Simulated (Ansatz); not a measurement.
This Ansatz input for LaRe in the CsCl-type structure was spoiled on purpose:

```yaml
crystal:
  lattice:
    - [3.5835543759, 0.0, 0.0]
    - [0.0, 3.5835543759, 0.0]
    - [0.0, 0.0, 3.5835543759]
  atoms:
    - { symbol: La, position: [0.0, 0.0, 0.0] }
    - { symbol: Re, position: [0.5, 0.5, 0.5] }
basis:
  ecutwfc: "520 ev"
  ecutrho_ratio: 4
kpoints:
  mp_grid: { grid: [10, 10, 10] }
hamiltonian:
  xc: pbe
scf:
  occupations: { method: gaussian, width: 0.05 }
  max_iter: 75
output:
  forces: true
  stress: true
```

Launched as:
```sh
ansatz run input.yaml --threads 2 --pin off --max-ram 2662MiB --backend cpu --events-out ev --progress --plain --runs-dir out
```

What is wrong with it?

A cutoff in the wrong unit. Against the sound input: basis.ecutwfc: 420 → "520 ev" (the cap on iterations is only a precaution).

What the program printed:

```
Error: YAML parse error: error: line 10 column 12: unknown unit factor `ev` — a unit is read by its exact case: `eV` is a unit here, `ev` is not
  --> <input>:10:12
   |
```

The input was refused before any iteration. Run time: 0.02 s on 2 threads of Arm Neoverse V2, on a shared host, peak memory 0.021 GiB. The run before the change (PBE, 420 eV, 10×10×10 mesh) gave:

| run | P (GPa) | gap on the mesh (eV) | cell moment (μB) | largest force component (eV/Å) |
| --- | --- | --- | --- | --- |
| sound | 0.0 | metal | – | 0.000 |

The structure was built from a prototype; whether the compound forms in it isn't claimed.
